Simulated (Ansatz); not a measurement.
Input:

K2HfF6:
```
K2HfF6
1.0
    0.00000     4.09824     4.09824
    4.09824     0.00000     4.09824
    4.09824     4.09824     0.00000
K Hf F
2 1 6
Direct
  0.25000   0.25000   0.25000
  0.75000   0.75000   0.75000
  0.00000   0.00000   0.00000
  0.75917   0.24083   0.75917
  0.24083   0.75917   0.24083
  0.75917   0.24083   0.24083
  0.24083   0.75917   0.75917
  0.75917   0.75917   0.24083
  0.24083   0.24083   0.75917
```

This is the LDA-relaxed structure.

Task: All from LDA (plane waves, PAW; program Ansatz), unless another level is named. Give the Hill bulk and shear moduli.

Result: 24.1 and 7.1 GPa.

Task: Next, the elastic constants (relaxed ions, GPa)?

Result: C11 = 34.7, C12 = 18.8, C44 = 6.6.

Space group Fm-3m. The workflow started from a Materials Project entry (that database holds measured and hypothetical structures alike); the Crystallography Open Database copy checked does not list it. Its standing as an ambient phase is unchecked. Symmetry was held in the LDA relaxation. At this level the phase is dynamically unstable (imaginary phonons). No spin polarisation was allowed. Scalar-relativistic: spin–orbit coupling is off unless named, which matters more the heavier the elements.

Potentials: the later of the program's two PAW sets.
